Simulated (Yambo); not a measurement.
**Optical response of Be₂C at +2 % isotropic strain**

```
Be2C
1.0
    0.00000     2.20119     2.20119
    2.20119     0.00000     2.20119
    2.20119     2.20119     0.00000
Be C
2 1
Direct
  0.75000   0.75000   0.75000
  0.25000   0.25000   0.25000
  0.00000   0.00000   0.00000
```

Yambo, TDDFT with the long-range kernel (α = 0.55, from Botti's fit to the run's own RPA ε∞) on PBEsol bands shifted by a G0W0 scissor of 1.23 eV; 16×16×16 mesh, 16 bands, 4 Ry local-field block, 0.2 eV broadening; field along x.

```csv
E (eV),Im ε,Re ε,"Im ε, independent particles"
0.0,0.00,7.50,0.00
0.5,0.02,7.53,0.02
1.0,0.05,7.61,0.03
1.5,0.07,7.76,0.05
2.0,0.10,7.98,0.07
2.5,0.14,8.28,0.09
3.0,0.20,8.70,0.13
3.5,0.27,9.28,0.17
4.0,0.40,10.1,0.24
4.5,0.63,11.3,0.35
5.0,1.33,13.4,0.66
5.5,4.60,15.8,1.99
6.0,7.75,16.5,3.19
6.5,11.0,17.9,4.08
7.0,20.0,17.1,6.76
7.5,26.8,6.88,11.8
8.0,22.5,-8.40,22.5
8.5,13.0,-8.66,22.3
9.0,7.47,-7.77,14.6
9.5,6.08,-4.78,9.68
10.0,6.25,-4.65,9.54
10.5,4.40,-4.49,6.60
11.0,3.89,-3.80,5.54
11.5,3.37,-3.22,4.68
12.0,3.16,-3.14,4.14
12.5,2.91,-2.82,3.77
13.0,2.13,-2.87,2.70
13.5,1.71,-2.45,2.08
14.0,1.60,-1.92,1.89
14.5,1.63,-1.91,1.86
15.0,1.20,-1.93,1.34
15.5,1.00,-1.49,1.10
16.0,1.14,-1.24,1.23
16.5,0.91,-1.33,0.94
17.0,0.73,-1.17,0.74
17.5,0.62,-0.91,0.64
18.0,0.71,-0.85,0.71
```

Structure narrower than a few tenths of an eV can come from the finite k mesh. Convergence of the RPA response with its 16×16×16 mesh was not tested. The scissor comes from a G0W0 run whose convergence isn't established. The kernel mimics continuum excitons only.

Geometry strained from the cell relaxed with PBEsol, atoms relaxed again.
